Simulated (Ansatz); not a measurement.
BaMg2Pb2:
```
CELL_PARAMETERS angstrom
      4.98455     0.00000     0.00000
      0.00000     4.98455     0.00000
      0.00000     0.00000    12.30215
ATOMIC_POSITIONS crystal
  Pb 0.00000 0.50000 0.86614
  Pb 0.50000 0.00000 0.13386
  Mg 0.00000 0.00000 0.00000
  Mg 0.50000 0.50000 0.00000
  Mg 0.00000 0.50000 0.63530
  Mg 0.50000 0.00000 0.36470
  Ba 0.00000 0.50000 0.24998
  Ba 0.50000 0.00000 0.75002
  Pb 0.00000 0.00000 0.50000
  Pb 0.50000 0.50000 0.50000
```

Relaxed with r²SCAN.

Problem. Give the Bader charges and basin volumes of the independent atoms, r²SCAN in the plane-wave PAW code Ansatz.

Solution. 

```json
[
 {"atom": "Pb1", "Bader charge (e)": "-2.59", "Bader volume (Å³)": "58.4"},
 {"atom": "Mg3", "Bader charge (e)": "+1.42", "Bader volume (Å³)": "9.3"},
 {"atom": "Mg5", "Bader charge (e)": "+1.37", "Bader volume (Å³)": "9.3"},
 {"atom": "Ba7", "Bader charge (e)": "+1.24", "Bader volume (Å³)": "31.1"},
 {"atom": "Pb9", "Bader charge (e)": "-1.43", "Bader volume (Å³)": "44.8"}
]
```

Space group P4/nmm. The workflow started from an entry of the Crystallography Open Database (COD). Its standing as an ambient phase is unchecked. Symmetry was held in the r²SCAN relaxation; whether a distortion lowers the energy is not shown. Scalar-relativistic: spin–orbit coupling is off unless named, which matters more the heavier the elements.

Potentials: the later of the program's two PAW sets.
